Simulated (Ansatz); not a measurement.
Sn:
```cif
data_Sn2
_chemical_formula_sum 'Sn2'
_space_group_name_H-M_alt 'P 1'
_space_group_IT_number 1
_cell_length_a 4.44501
_cell_length_b 4.44501
_cell_length_c 4.44501
_cell_angle_alpha 97.209
_cell_angle_beta 97.209
_cell_angle_gamma 138.506
loop_
_space_group_symop_operation_xyz
  'x, y, z'
loop_
_atom_site_label
_atom_site_type_symbol
_atom_site_fract_x
_atom_site_fract_y
_atom_site_fract_z
_atom_site_occupancy
Sn1 Sn 0.75000 0.25000 0.50000 1
Sn2 Sn 0.00000 0.00000 0.00000 1
```

Relaxed with PBE+D3(BJ).

### Question
Which orbitals make up the states near the Fermi level in DFT-PBE+D3(BJ) in the program Ansatz with PAW potentials?

### Answer
Within 0.5 eV of the Fermi level: Sn 5p 82 %, Sn 5s 15 %. Projections are on Löwdin-orthogonalised atomic valence shells; empty p or d shells of many metals are not among them.

### Question
Tabulate the density of states.

### Answer
States/eV per cell of 2 atoms, in 0.25 eV bins, energy from the Fermi level.

```
E (eV)  total  Sn 5p  Sn 5s
------  -----  -----  -----
-7.85    0.75   0.25   0.50
-7.60    0.87   0.26   0.60
-7.35    0.89   0.26   0.62
-7.10    0.91   0.26   0.64
-6.85    1.02   0.27   0.74
-6.60    0.98   0.24   0.74
-6.35    0.58   0.18   0.40
-6.10    0.50   0.17   0.33
-5.85    0.49   0.17   0.32
-5.60    0.53   0.18   0.35
-5.35    0.67   0.25   0.42
-5.10    0.57   0.22   0.35
-4.85    0.42   0.16   0.26
-4.60    0.43   0.21   0.22
-4.35    0.44   0.25   0.19
-4.10    0.44   0.28   0.16
-3.85    0.60   0.45   0.15
-3.60    0.85   0.69   0.15
-3.35    0.91   0.75   0.15
-3.10    0.93   0.76   0.15
-2.85    0.90   0.74   0.15
-2.60    0.92   0.76   0.15
-2.35    0.95   0.81   0.13
-2.10    1.02   0.89   0.11
-1.85    1.11   0.98   0.11
-1.60    1.22   1.08   0.12
-1.35    1.36   1.22   0.12
-1.10    1.27   1.14   0.11
-0.85    1.13   1.00   0.11
-0.60    1.05   0.91   0.12
-0.35    0.98   0.83   0.13
-0.10    0.95   0.78   0.14
0.15     0.95   0.77   0.15
0.40     0.96   0.76   0.17
0.65     0.98   0.77   0.18
0.90     1.03   0.79   0.20
1.15     0.94   0.73   0.18
1.40     0.87   0.67   0.16
1.65     0.97   0.75   0.17
1.90     1.05   0.81   0.18
2.15     1.00   0.77   0.17
2.40     1.07   0.83   0.16
2.65     1.18   0.92   0.15
2.90     1.18   0.90   0.13
3.15     1.20   0.87   0.12
3.40     1.29   0.93   0.11
3.65     1.35   0.96   0.11
3.90     1.54   1.11   0.11
4.15     1.66   1.21   0.11
4.40     1.55   1.13   0.10
4.65     1.40   1.03   0.09
```

Space group I4_1/amd (β-Sn type). The PBE+D3(BJ) relaxation kept the symmetry of its start. The pairwise dispersion correction was not fitted to metals. Spin–orbit coupling is left out wherever it is not named.

Potentials: the later of the program's two PAW sets.
